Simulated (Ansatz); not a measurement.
Method: DFT PBE, scalar-relativistic, plane waves, PAW in Ansatz. Settings: cutoff 420 eV, Γ-centred meshes spaced at most about 0.3 Å⁻¹, and about 0.25 Å⁻¹ or finer for metals (2π included), Gaussian smearing. No spin polarisation in the final relaxations.

All energies are static (0 K, no zero-point motion).

Two relaxed structures of HfSi₄:

A.

Space group Fd-3m:1 (No. 227). a = 9.405 Å, b = 9.405 Å, c = 9.405 Å, α = 90.00°, β = 90.00°, γ = 90.00°
```tsv
atom	site	symmetry	x	y	z
Hf	8b	-43m	0.0000	0.0000	0.5000
Si	32e	.3m	0.4100	0.9100	0.4100
```

B.

Space group I4/mmm (No. 139). a = 5.075 Å, b = 5.075 Å, c = 7.944 Å, α = 90.00°, β = 90.00°, γ = 90.00°
```json
{"atom": "Hf", "site": "2a", "symmetry": "4/mmm", "x": "0.0000", "y": "0.0000", "z": "0.0000"}
{"atom": "Si", "site": "4e", "symmetry": "4mm", "x": "0.0000", "y": "0.0000", "z": "0.3473"}
{"atom": "Si", "site": "4c", "symmetry": "mmm.", "x": "0.0000", "y": "0.5000", "z": "0.0000"}
```

Question: Which would you expect to be lower, and how large is the difference?

Answer: A is lower, by 86 meV/atom. A has space group Fd-3m (No. 227), 20.8 Å³/atom and no gap on its mesh; B has space group I4/mmm (No. 139), 20.5 Å³/atom and no gap. Counting Si atoms around Hf (those within 1.25 times the shortest such distance or 1.15 times the sum of covalent radii), A has Hf 4 and B has Hf 6. A holds Si–Si units of three or more atoms (shortest 2.39 Å); B holds Si–Si pairs (shortest 2.43 Å). Even the lower one lies +0.52 eV/atom against the reference forms of the elements (uncorrected), so neither is stable at this level. In A, Hf has 4 Si at 2.61 Å; Si is surrounded by 3 Si at 2.39 Å and 1 Hf at 2.61 Å. In B, Hf has 4 Si at 2.54 Å and 2 Si at 2.76 Å; Si on a site of symmetry 4mm has 1 Si at 2.43 Å, 1 Hf at 2.76 Å and 4 Si at 2.81 Å; Si on a site of symmetry mmm has 2 Hf at 2.54 Å and 4 Si at 2.81 Å. Both come from invented guesses. A third cell relaxed alike, in Im-3m, lies 245 meV/atom below the lower of the two.

These runs have no spin–orbit coupling, which can matter for Hf. Cells relaxed within their symmetry can be saddle points.
